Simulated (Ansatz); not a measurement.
LiF:
```
CELL_PARAMETERS angstrom
      2.46598     0.00000     0.00000
      0.00000     2.46598     0.00000
      0.00000     0.00000     2.46598
ATOMIC_POSITIONS crystal
  Li 0.00000 0.00000 0.00000
  F  0.50000 0.50000 0.50000
```

Relaxed with LDA. Special points in fractions of this cell's reciprocal vectors: Γ (0.000, 0.000, 0.000); X (0.000, 0.500, 0.000); M (0.500, 0.500, 0.000); R (0.500, 0.500, 0.500).

Q: List the band energies nearest the valence-band maximum at these points for plane-wave PAW LDA (Ansatz code).

A: In eV from the valence-band maximum; about four levels below and three above (degenerate sets whole), none deeper than 8.9 eV; … stands for higher levels left out; points with the same levels are listed once.

| k | below | above |
|---|---|---|
| Γ | -0.81 -0.81 -0.81 | 8.30 … |
| X | -4.28 -0.33 -0.33 | 9.38 … |
| M | -3.88 -3.88 0.00 | 13.75 … |
| R | -2.67 -2.67 -2.67 | … |

Space group Pm-3m (CsCl type). The first step of the workflow began from a Materials Project structure, measured or hypothetical; the Crystallography Open Database copy checked does not list it. It is not the phase usual at ambient conditions (space group No. 225). The cell was relaxed with LDA under the symmetry of its start. At this level the phase is dynamically unstable (imaginary phonons).

Potentials: the later of the program's two PAW sets.
